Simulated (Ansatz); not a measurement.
# CaPb: strain energy, fitted

CaPb, P4/mmm, a = 3.565 Å, c = 4.624 Å. The structure is a Materials Project entry; whether it is the stable form wasn't checked. Ansatz: r2SCAN, PAW, 500 eV, Γ-centred 12×12×10 mesh on 2 atoms, Gaussian smearing 0.10 eV; no spin polarisation. Series: shear of c along a, cell held, atoms fixed by symmetry; x is the strain in per cent (engineering shear). y is the free energy over the unstrained cell, V0 = 29.382 Å³/atom. Symmetry makes y even in x.

| x (%) | y (meV/atom) |
| --- | --- |
| 0.0 | 0.00 |
| 2.0 | 0.73 |
| 4.0 | 2.92 |
| 6.0 | 6.57 |
| 8.0 | 11.71 |
| 12.0 | ? |

Q: Fit y = c2 x² + c4 x⁴ to the other rows, turn c2 into a modulus, and predict the missing energy.

A: Least squares on the rows shown. y = 0.18208 x² + 1.3649×10⁻⁵ x⁴. In eV per unit strain² c2 is 1.821; this is the shear stiffness (E = ½ C V0 γ²): 2 × 1.821 × 160.2 / (29.382) = 19.9 GPa. At x = 12.0 the fit asked for gives 26.50 meV/atom. The run gave 26.59 meV/atom, so the fit is 0.09 meV/atom too low, a small miss on the scale of the series. The form still works here, 50 % of the fitted range beyond its end.

Spin–orbit coupling is left out, which can shift energies with elements as heavy as these.